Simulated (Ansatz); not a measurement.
YPb$_{3}$: eigenvalues along the path

```
Y Pb
1.0
     4.85494    0.00000    0.00000
     0.00000    4.85494    0.00000
     0.00000    0.00000    4.85494
Y Pb
1 3
Direct
  0.00000 0.00000 0.00000
  0.00000 0.50000 0.50000
  0.50000 0.00000 0.50000
  0.50000 0.50000 0.00000
```

Atom numbers follow the list: Y1, Pb2, Pb3, Pb4.

The cell is COD entry 1523308, as deposited and not checked against the literature; nothing was relaxed. The listed cell was then made from it by scaling, straining or moving an atom.

Spin polarisation is left out, and whether a magnetic state lies lower isn't shown here.

No spin–orbit coupling, which matters for the heavy atoms here.

Theory: DFT, PBEsol, all-electron LAPW, scalar-relativistic in Ansatz 0.2.0.

Settings: a Γ-centred 8×8×8 k mesh, Fermi–Dirac smearing of 0.08 eV, basis error target 0.5 meV/atom, no spin polarisation.

Path points, in fractions of the reciprocal vectors: Γ (0.000, 0.000, 0.000), X (0.000, 0.500, 0.000), M (0.500, 0.500, 0.000), R (0.500, 0.500, 0.500). Levels in eV from the Fermi level; bands 43 to 76, counted from the lowest band of the run. The gap is zero.

```
# k(1/Å) point b43 b44 b45 b46 b47 b48 b49 b50 b51 b52 b53 b54 b55 b56 b57 b58 b59 b60 b61 b62 b63 b64 b65 b66 b67 b68 b69 b70 b71 b72 b73 b74 b75 b76
0.000 Γ -17.10 -17.10 -17.10 -17.09 -16.93 -16.93 -16.82 -16.82 -16.82 -16.76 -16.76 -16.62 -16.60 -16.60 -16.60 -11.47 -6.79 -6.79 -2.78 -2.78 -2.78 1.36 1.36 1.38 1.38 1.38 1.47 1.96 1.96 1.96 4.42 4.42 4.42 8.11
0.129 - -17.10 -17.09 -17.09 -17.08 -16.92 -16.92 -16.82 -16.82 -16.82 -16.77 -16.76 -16.63 -16.62 -16.62 -16.60 -11.40 -7.03 -6.77 -2.74 -2.74 -2.60 0.57 0.97 0.97 1.38 1.39 1.71 2.45 2.45 2.81 4.01 4.25 4.25 8.42
0.259 - -17.09 -17.06 -17.06 -17.06 -16.92 -16.90 -16.83 -16.82 -16.82 -16.78 -16.76 -16.65 -16.65 -16.64 -16.60 -11.21 -7.60 -6.70 -2.64 -2.64 -2.17 -0.31 0.51 0.51 1.39 1.46 2.41 3.05 3.05 3.17 3.88 4.03 4.03 8.10
0.388 - -17.09 -17.02 -17.01 -17.01 -16.91 -16.87 -16.83 -16.82 -16.82 -16.81 -16.76 -16.71 -16.71 -16.67 -16.60 -10.90 -8.30 -6.61 -2.52 -2.52 -1.65 -1.02 0.18 0.18 1.39 1.50 2.32 2.94 2.94 3.51 4.55 4.55 4.79 7.47
0.518 - -17.08 -16.99 -16.95 -16.95 -16.91 -16.84 -16.84 -16.84 -16.82 -16.82 -16.77 -16.77 -16.76 -16.70 -16.60 -10.51 -8.96 -6.53 -2.41 -2.41 -1.47 -1.14 0.00 0.00 1.21 1.40 1.95 2.60 2.60 4.75 5.38 5.40 5.40 7.06
0.647 X -17.08 -16.97 -16.90 -16.89 -16.89 -16.86 -16.85 -16.85 -16.84 -16.82 -16.79 -16.79 -16.76 -16.71 -16.60 -10.24 -9.31 -6.50 -2.37 -2.37 -1.63 -0.88 -0.05 -0.05 0.92 1.41 1.93 2.46 2.46 5.51 5.57 5.88 5.88 7.17
0.777 - -17.07 -16.97 -16.91 -16.90 -16.89 -16.85 -16.85 -16.85 -16.84 -16.82 -16.79 -16.78 -16.76 -16.71 -16.62 -10.19 -9.26 -6.68 -2.30 -2.24 -1.98 -1.13 -0.27 0.54 0.87 1.73 2.10 2.29 2.67 4.62 5.38 5.65 6.78 6.89
0.906 - -17.04 -16.97 -16.93 -16.91 -16.89 -16.85 -16.85 -16.84 -16.84 -16.83 -16.78 -16.78 -16.75 -16.71 -16.65 -10.02 -9.12 -7.13 -2.85 -2.10 -1.93 -0.97 -0.65 0.72 1.11 1.83 2.41 2.51 3.20 3.75 5.07 5.35 6.67 7.33
1.035 - -17.00 -16.97 -16.95 -16.90 -16.89 -16.85 -16.85 -16.84 -16.84 -16.83 -16.79 -16.78 -16.73 -16.71 -16.70 -9.75 -8.92 -7.70 -3.65 -1.78 -1.56 -0.97 -0.59 0.53 1.23 1.39 2.46 2.97 3.23 4.14 5.17 5.46 6.62 6.67
1.165 - -16.97 -16.97 -16.95 -16.88 -16.88 -16.85 -16.85 -16.84 -16.84 -16.83 -16.80 -16.77 -16.75 -16.72 -16.71 -9.39 -8.73 -8.27 -4.21 -1.43 -1.24 -1.17 -0.10 0.31 0.66 1.55 1.89 2.55 4.11 5.09 5.11 5.87 6.32 6.76
1.294 M -16.97 -16.97 -16.92 -16.88 -16.87 -16.85 -16.85 -16.85 -16.84 -16.84 -16.80 -16.78 -16.77 -16.71 -16.71 -9.08 -8.65 -8.65 -4.42 -1.25 -1.25 -1.10 0.21 0.21 0.40 1.51 1.60 2.40 4.94 5.07 5.07 5.69 6.49 7.21
1.477 - -16.98 -16.96 -16.95 -16.90 -16.90 -16.88 -16.84 -16.83 -16.82 -16.80 -16.80 -16.78 -16.74 -16.73 -16.70 -9.64 -8.54 -8.20 -4.02 -1.57 -1.44 -1.11 0.10 0.17 0.89 1.49 1.85 2.86 3.84 4.78 4.91 6.32 6.32 6.35
1.660 - -17.02 -17.01 -16.98 -16.95 -16.90 -16.86 -16.84 -16.83 -16.81 -16.79 -16.78 -16.77 -16.73 -16.68 -16.67 -10.36 -8.22 -7.67 -3.16 -2.08 -2.00 -0.73 0.05 0.67 0.83 1.77 1.79 2.96 3.68 4.05 4.43 5.04 5.88 7.03
1.843 - -17.06 -17.05 -17.04 -17.01 -16.90 -16.88 -16.84 -16.82 -16.80 -16.79 -16.77 -16.71 -16.67 -16.64 -16.64 -10.96 -7.70 -7.19 -2.95 -2.47 -1.34 -0.95 -0.12 0.59 1.57 1.83 1.90 3.04 3.22 3.63 3.66 4.26 4.99 7.85
2.026 - -17.09 -17.08 -17.08 -17.07 -16.92 -16.91 -16.83 -16.82 -16.82 -16.77 -16.76 -16.64 -16.62 -16.62 -16.61 -11.34 -7.11 -6.89 -2.89 -2.70 -2.21 0.05 0.67 0.94 1.43 1.52 1.92 2.61 2.72 3.22 3.62 4.07 4.37 8.62
2.209 Γ -17.10 -17.10 -17.10 -17.09 -16.93 -16.93 -16.82 -16.82 -16.82 -16.76 -16.76 -16.62 -16.60 -16.60 -16.60 -11.47 -6.79 -6.79 -2.78 -2.78 -2.78 1.36 1.36 1.38 1.38 1.38 1.47 1.96 1.96 1.96 4.42 4.42 4.42 8.11
2.433 - -17.09 -17.07 -17.07 -17.06 -16.91 -16.91 -16.83 -16.82 -16.82 -16.77 -16.77 -16.65 -16.63 -16.63 -16.61 -11.27 -7.08 -7.08 -3.19 -2.18 -2.18 -0.05 -0.05 1.44 1.45 1.45 2.19 2.21 3.03 3.45 3.45 4.30 4.30 8.28
2.658 - -17.06 -17.02 -17.02 -16.98 -16.87 -16.87 -16.86 -16.81 -16.81 -16.79 -16.79 -16.73 -16.70 -16.70 -16.62 -10.71 -7.61 -7.61 -3.79 -1.48 -1.48 -0.72 -0.72 0.49 1.58 1.67 1.67 2.92 3.69 3.69 4.24 5.49 5.49 6.63
2.882 - -17.03 -16.98 -16.98 -16.92 -16.89 -16.89 -16.89 -16.83 -16.80 -16.80 -16.78 -16.78 -16.72 -16.72 -16.62 -9.85 -8.05 -8.05 -4.06 -2.52 -2.52 -1.69 0.88 0.88 1.69 1.97 1.97 3.84 3.84 3.99 4.08 6.43 6.43 6.74
3.106 - -17.01 -16.98 -16.98 -16.96 -16.94 -16.94 -16.91 -16.83 -16.80 -16.80 -16.78 -16.78 -16.66 -16.66 -16.63 -8.90 -8.30 -8.30 -4.13 -3.23 -3.18 -3.18 1.34 1.98 1.98 2.22 2.22 2.72 4.94 4.94 5.16 6.14 6.14 8.40
3.330 R -17.00 -17.00 -17.00 -16.98 -16.95 -16.95 -16.95 -16.80 -16.80 -16.80 -16.78 -16.78 -16.63 -16.63 -16.63 -8.38 -8.38 -8.38 -4.54 -3.40 -3.40 -3.40 0.80 2.13 2.13 2.54 2.54 2.54 5.76 5.76 5.76 5.91 5.91 8.89
3.513 - -17.00 -16.99 -16.98 -16.97 -16.95 -16.94 -16.92 -16.81 -16.80 -16.79 -16.78 -16.78 -16.65 -16.64 -16.63 -8.69 -8.44 -8.27 -4.17 -3.47 -3.31 -3.10 1.18 2.05 2.11 2.22 2.38 2.58 4.95 5.49 5.55 5.81 5.98 8.56
3.696 - -17.01 -16.97 -16.95 -16.94 -16.93 -16.93 -16.86 -16.85 -16.81 -16.79 -16.78 -16.78 -16.71 -16.67 -16.64 -9.28 -8.65 -7.94 -3.59 -3.37 -3.03 -2.03 1.16 1.25 1.91 2.05 2.74 2.74 3.70 4.55 4.98 5.83 6.04 8.12
3.879 - -17.03 -16.95 -16.94 -16.92 -16.90 -16.89 -16.89 -16.82 -16.81 -16.80 -16.79 -16.78 -16.74 -16.72 -16.65 -9.80 -8.95 -7.42 -3.07 -2.79 -2.58 -0.52 -0.38 0.76 1.30 1.90 2.94 2.97 3.50 3.63 4.89 5.54 5.86 7.56
4.062 - -17.06 -16.97 -16.91 -16.90 -16.90 -16.87 -16.86 -16.84 -16.83 -16.82 -16.79 -16.77 -16.76 -16.71 -16.62 -10.13 -9.21 -6.82 -2.59 -2.00 -1.77 -1.77 0.34 0.45 0.67 1.74 2.49 2.52 2.59 4.22 5.27 5.87 6.41 6.81
4.245 X -17.08 -16.97 -16.90 -16.89 -16.89 -16.86 -16.85 -16.85 -16.84 -16.82 -16.79 -16.79 -16.76 -16.71 -16.60 -10.24 -9.31 -6.50 -2.37 -2.37 -1.63 -0.88 -0.05 -0.05 0.92 1.41 1.93 2.46 2.46 5.51 5.57 5.88 5.88 7.17
5.160 R -17.00 -17.00 -17.00 -16.98 -16.95 -16.95 -16.95 -16.80 -16.80 -16.80 -16.78 -16.78 -16.63 -16.63 -16.63 -8.38 -8.38 -8.38 -4.54 -3.40 -3.40 -3.40 0.80 2.13 2.13 2.54 2.54 2.54 5.76 5.76 5.76 5.91 5.91 8.89
5.290 - -16.99 -16.99 -16.99 -16.97 -16.94 -16.94 -16.94 -16.80 -16.80 -16.80 -16.78 -16.78 -16.64 -16.63 -16.63 -8.47 -8.41 -8.41 -4.32 -3.53 -3.27 -3.27 1.01 2.07 2.16 2.42 2.42 2.53 5.35 5.63 5.63 5.89 5.90 8.68
5.419 - -16.98 -16.98 -16.98 -16.96 -16.93 -16.93 -16.92 -16.82 -16.80 -16.80 -16.79 -16.78 -16.66 -16.65 -16.65 -8.67 -8.48 -8.48 -3.83 -3.71 -2.89 -2.89 1.40 1.92 2.03 2.03 2.40 2.48 4.09 5.38 5.38 5.83 6.25 8.34
5.549 - -16.98 -16.98 -16.96 -16.93 -16.91 -16.91 -16.88 -16.83 -16.81 -16.81 -16.81 -16.77 -16.69 -16.68 -16.68 -8.88 -8.57 -8.57 -4.13 -2.84 -2.32 -2.32 1.39 1.39 1.53 1.76 2.40 2.68 3.16 5.18 5.18 5.76 6.69 8.07
5.678 - -16.97 -16.97 -16.93 -16.90 -16.88 -16.88 -16.86 -16.84 -16.83 -16.82 -16.82 -16.77 -16.74 -16.70 -16.70 -9.03 -8.63 -8.63 -4.34 -1.81 -1.65 -1.65 0.65 0.65 1.24 1.52 1.64 2.42 4.20 5.09 5.09 5.71 7.06 7.32
5.807 M -16.97 -16.97 -16.92 -16.88 -16.87 -16.85 -16.85 -16.85 -16.84 -16.84 -16.80 -16.78 -16.77 -16.71 -16.71 -9.08 -8.65 -8.65 -4.42 -1.25 -1.25 -1.10 0.21 0.21 0.40 1.51 1.60 2.40 4.94 5.07 5.07 5.69 6.49 7.21
```
